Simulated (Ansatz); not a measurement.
Polymorphs of LiF, each relaxed with r²SCAN in the plane-wave PAW code Ansatz:

A: P6_3/mmc, a = b = 3.2802 Å, c = 3.9994 Å, α = β = 90.00°, γ = 120.00°

B: zinc blende (F-43m), a = b = c = 4.2903 Å, α = β = γ = 90.00°

C: rock salt (Fm-3m), a = b = c = 3.990 Å, α = β = γ = 90.00°

D: wurtzite (P6_3mc), a = 3.0813 Å, b = 3.0813 Å, c = 4.7869 Å, α = 90.00°, β = 90.00°, γ = 120.00°

E: CsCl type (Pm-3m), a = 2.5163 Å, b = 2.5163 Å, c = 2.5163 Å, α = 90.00°, β = 90.00°, γ = 90.00°

**Question.** Put the candidates in order of energy per atom at 0 K, lowest first, for r²SCAN.

**Answer.** C (+0 meV/atom), A (+25 meV/atom), D (+32 meV/atom), B (+44 meV/atom), E (+311 meV/atom)

**Question.** Give each one's gap.

**Answer.** A 8.53 eV; B 8.66 eV; C 10.33 eV; D 8.58 eV; E 8.91 eV.

Typed or built starts, not in the databases checked: A; B. Not the usual ambient phase: A; B; D; E. Unstable at this level: E. All cells were relaxed under the symmetry of their starts (and spin orders); stability against distortions was not tested throughout.

Energies hold the estimated change up to a 700 eV cutoff; steps of a few meV lie near the error of the meshes.

Potentials: the later of the program's two PAW sets.
